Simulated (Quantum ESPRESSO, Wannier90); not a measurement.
Wannier functions of InSb (zinc blende)

```
CELL_PARAMETERS angstrom
      0.00000     3.31661     3.31661
      3.31661     0.00000     3.31661
      3.31661     3.31661     0.00000
ATOMIC_POSITIONS crystal
  In 0.00000 0.00000 0.00000
  Sb 0.75000 0.75000 0.75000
```

Cell from Materials Project (mp-20012), symmetrised, no further relaxation. COD (Crystallography Open Database) has an entry of this formula and space group (matched by these alone). Computed values, not measurements, from PBEsol: Quantum ESPRESSO (norm-conserving PseudoDojo potentials, cutoff 64 Ry, no spin polarisation, no spin-orbit coupling) on a Γ-centred 8×8×8 mesh, then Wannier90. Density: 8×8×8 mesh, Gaussian smearing 0.01 Ry. Spin-orbit coupling is left out although heavy elements are present.

Base run: 8 functions from bands 11-25 of the 25 computed, start hydrogen-like In: s;p; Sb: s;p, centres 0.05 Å off the atoms, frozen window up to 1.50 eV relative to the Fermi level, outer window open. One setting was then changed (edges relative to the Fermi level; misfit to pw.x on a path, for states up to 1.0 eV relative to the Fermi level).

```csv
run,Ω_I (Å²),rms misfit (meV),worst (meV)
base,14.86,6.0,23
changed,13.79,41,242
```

Question: Which change was made?
A) frozen window to 2.50 eV
B) no frozen window
C) frozen window to 0.50 eV
D) frozen window to -0.50 eV
E) outer window to 7.97 eV

Answer: D, frozen window to -0.50 eV. The others give:

```
run                       Ω_I (Å²)  rms misfit (meV)  worst (meV)
------------------------  --------  ----------------  -----------
frozen window to 2.50 eV     16.61               3.6           16
frozen window to 0.50 eV     13.86                13          104
no frozen window             13.20               162          596
outer window to 7.97 eV      23.84               8.9           48
```
